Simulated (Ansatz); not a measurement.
Input:

Starting cell, HfC (rock salt):

```xyz
4
Lattice="0.0000 4.6515 4.6515 2.3258 2.3258 4.6515 2.3258 2.3258 0.0000" Properties=species:S:1:pos:R:3 pbc="T T T"
C      0.0000     0.0000     0.0000
C      2.3258     4.6515     6.9773
Hf     2.3258     6.9773     6.9773
Hf     2.3258     4.6515     4.6515
```

A phonon eigenvector at X = (0.5, 0.5, 0.0) is frozen into this cell: atom i moves by Q times the vector below, so Q is the largest atomic displacement, in Å. The cell is held. (q is in reciprocal vectors of the primitive cell; the cell shown is doubled to hold the pattern.)

```
atom      x      y       z
----  -----  -----  ------
C1    0.000  0.000   1.000
C2    0.000  0.000  -1.000
Hf3   0.000  0.000   0.001
Hf4   0.000  0.000  -0.001
```

Computed with PBE (plane waves to 420 eV, PAW, scalar-relativistic; Ansatz, an electronic-structure program). k mesh 17×17×17 (Γ-centred), Fermi-Dirac smearing 0.05 eV. E stands for the smeared free energy. With partly filled bands, energies and forces of such displacements shift with the k mesh and the smearing. HfC is run without spin polarisation. HfC was relaxed with its symmetry unable to fall. Spin-orbit coupling is left out, though Hf is heavy. The zero of ΔE is the undisplaced structure.

The scan covers Q from -0.100 to 0.100 Å in 13 points.

Question: Which space group does the distorted structure have?

Answer: P4/nmm (No. 129), lowered from Fm-3m.

Question: What is the energy change at Q = 0.100 Å?

Answer: 145 meV/cell.

Question: What harmonic wavenumber does the curvature at Q = 0 give?

Answer: 571 cm⁻¹.

(For displaced atoms, the force is minus the slope of the energy, and its curvature is a force constant, which sets phonon frequencies.)
